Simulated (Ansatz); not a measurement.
BaMgF₄:
```cif
data_Ba2F8Mg2
_chemical_formula_sum 'Ba2 Mg2 F8'
_space_group_name_H-M_alt 'P 1'
_space_group_IT_number 1
_cell_length_a 7.43562
_cell_length_b 7.43562
_cell_length_c 5.75341
_cell_angle_alpha 90.000
_cell_angle_beta 90.000
_cell_angle_gamma 147.552
loop_
_space_group_symop_operation_xyz
  'x, y, z'
loop_
_atom_site_label
_atom_site_type_symbol
_atom_site_fract_x
_atom_site_fract_y
_atom_site_fract_z
_atom_site_occupancy
Ba1 Ba 0.14393 0.85607 0.25000 1
Ba2 Ba 0.85607 0.14393 0.75000 1
Mg1 Mg 0.59141 0.40859 0.75000 1
Mg2 Mg 0.40859 0.59141 0.25000 1
F1 F 0.68689 0.31311 0.51118 1
F2 F 0.31311 0.68689 0.48882 1
F3 F 0.31311 0.68689 0.01118 1
F4 F 0.68689 0.31311 0.98882 1
F5 F 0.50000 0.50000 0.50000 1
F6 F 0.50000 0.50000 0.00000 1
F7 F 0.08467 0.91533 0.75000 1
F8 F 0.91533 0.08467 0.25000 1
```

Relaxed with r²SCAN. DFT-r²SCAN in the program Ansatz with PAW potentials gives a gap of 8.15 eV.

What gap does HSE06 give on the same cell (Ansatz, PAW)?

9.40 eV, 1.25 eV more. The hybrid was solved on a coarser mesh and at special points; its gap is the smallest among all of these.

```
k   v1 r²SCAN  c1 r²SCAN    v1 HSE06    c1 HSE06
--  ---------  ---------  ----------  ----------
Γ        0.00       8.15        0.00        9.40
Y       -0.10       9.01  (withheld)  (withheld)
T       -0.24       9.20  (withheld)  (withheld)
Z       -0.13       9.31       -0.14       10.65
S       -0.03       8.88       -0.05       10.27
R       -0.02       9.39  (withheld)  (withheld)
Σ0      -0.06       8.92  (withheld)  (withheld)
A0      -0.02       9.40       -0.04       10.81
```

Top valence (v1) and lowest conduction level (c1) in eV from each method's valence maximum (which need not be a listed point): supply the withheld HSE06 values.


- R, v1 HSE06: -0.03
- R, c1 HSE06: 10.80
- Σ0, v1 HSE06: -0.08
- Σ0, c1 HSE06: 10.30
- Y, v1 HSE06: -0.10
- Y, c1 HSE06: 10.38
- T, v1 HSE06: -0.25
- T, c1 HSE06: 10.56

Cost on shared cores: the r²SCAN run (SCF on a 7×7×5 mesh, then bands and DOS) about 5 core-minutes (a rough figure), the HSE06 run (SCF on 4×4×3, then a few points) roughly 6 core-minutes; the tasks are unlike.

Space group Cmcm. The workflow started from a Materials Project entry (that database holds measured and hypothetical structures alike); the Crystallography Open Database copy checked does not list it. COD files the formula under space group No. 36, so this cell is another polymorph or a model. Whether it is the stable phase at ambient conditions was not checked. The cell was relaxed with r²SCAN under the symmetry of its start; its stability against distortions is not shown here. Scalar-relativistic: spin–orbit coupling is off unless named, which matters more the heavier the elements.

Potentials: the earlier of the program's two PAW sets.
